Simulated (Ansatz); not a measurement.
BeSe:
```
CELL_PARAMETERS angstrom
      3.65031     0.00000     0.00000
     -1.82515     3.16126     0.00000
      0.00000     0.00000     6.01901
ATOMIC_POSITIONS crystal
  Be 0.33333 0.66667 0.99949
  Se 0.66667 0.33333 0.12551
  Be 0.66667 0.33333 0.49949
  Se 0.33333 0.66667 0.62551
```

Relaxed with PBE. Special points in fractions of this cell's reciprocal vectors: Γ (0.000, 0.000, 0.000); M (0.500, 0.000, 0.000); K (0.333, 0.333, 0.000); A (0.000, 0.000, 0.500); L (0.500, 0.000, 0.500); H (0.333, 0.333, 0.500).

**Question.** List the band energies nearest the valence-band maximum at these points for the program Ansatz at the PBE with spin–orbit coupling level (PAW).

**Answer.** In eV from the valence-band maximum; about four levels below and three above (degenerate sets whole), none deeper than 8.9 eV; points with the same levels are listed once.

| k | below | above |
|---|---|---|
| Γ | -0.10 -0.10 0.00 0.00 | 3.82 3.82 4.02 4.02 |
| M | -2.43 -2.43 -1.27 -1.27 | 3.25 3.25 4.61 4.61 |
| K | -3.09 -3.03 -2.94 -2.94 | 3.18 3.18 7.44 |
| A | -0.66 -0.66 -0.66 -0.66 | 4.22 4.22 4.22 4.22 |
| L | -2.04 -2.04 -2.04 -2.04 | 3.31 3.31 3.31 3.31 |
| H | -1.79 -1.79 -1.74 -1.74 | 4.40 4.40 4.40 4.40 |

Space group P6_3mc (wurtzite). The start of the workflow was typed in or built on a structure type; neither database checked (COD, Materials Project) lists it. COD files the formula under space group No. 216, so this cell is another polymorph or a model. Its standing as an ambient phase is unchecked. Symmetry was held in the PBE relaxation; its stability against distortions is not shown here.

Potentials: the earlier of the program's two PAW sets.
